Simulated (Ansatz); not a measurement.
VGa₂, a known structure type with other elements, at an estimated volume

```yaml
crystal:
  lattice:
    - [-2.87674, 2.87674, 2.47414]
    - [2.87674, -2.87674, 2.47414]
    - [2.87674, 2.87674, -2.47414]
  atoms:
    - { symbol: Ga, position: [0.65568, 0.15568, 0.81136] }
    - { symbol: Ga, position: [0.15568, 0.34432, 0.50000] }
    - { symbol: Ga, position: [0.34432, 0.84432, 0.18864] }
    - { symbol: Ga, position: [0.84432, 0.65568, 0.50000] }
    - { symbol: V, position: [0.25000, 0.25000, 0.00000] }
    - { symbol: V, position: [0.75000, 0.75000, 0.00000] }
```

Single point in Ansatz 0.2.0 with r2SCAN, no spin polarisation. Cutoff 500 eV, PAW datasets, 7×7×7 Γ-centred k mesh, tetrahedron filling.

(1) What does the stress say?

(2) Metal or insulator?

(3) Give the Bader charges.

(4) Describe some of the short contacts.

(5) Is it stable against the elements?

(6) Which atom feels the largest force, and which way?

Origin: a known structure type with other elements, at an estimated volume, so it need not be a known compound. Caveats: empty levels are not fully converged; no spin polarisation, so a magnetic state may lie lower; atoms or cell far from equilibrium; forces and stress under tetrahedra may miss the slope of the energy.

## Answers

(1) The pressure is 25.9 GPa (compression positive), so with the atoms held at these fractions the cell would first expand; the forces are large, so a full relaxation may end otherwise. The principal stresses 22.5, 27.6, 27.6 GPa differ, so its shape would change too.

(2) It is a metal, with about 6.3 states/eV a cell as the mean within 0.25 eV of the Fermi level, mostly V d (64 %) and Ga p (30 %).

(3) Bader charges in e: V +0.58, Ga -0.29. In the mean V gives up most and Ga takes most.

(4) V–V at 2.47 Å: least valence density 0.41 e/Å³ and ELF 0.31 there. Ga–V at 2.50 Å: least valence density 0.35 e/Å³ and ELF 0.29 there. Ga–Ga at 2.53 Å: least valence density 0.28 e/Å³ and ELF 0.32 there. Both are smooth PAW fields, read partly inside the augmentation spheres.

(5) 0.32 eV an atom against the elements' usual phases (free molecules for gases, crystals otherwise, with no correction for O₂ or N₂), so at this geometry it isn't bound against them. Relaxing would lower it.

(6) The largest is on Ga2 (and as large on other atoms): 0.89 eV/Å, components (-0.63, 0.63, 0.00). It makes 72° with the line to a nearest neighbour, V5 at 2.50 Å.
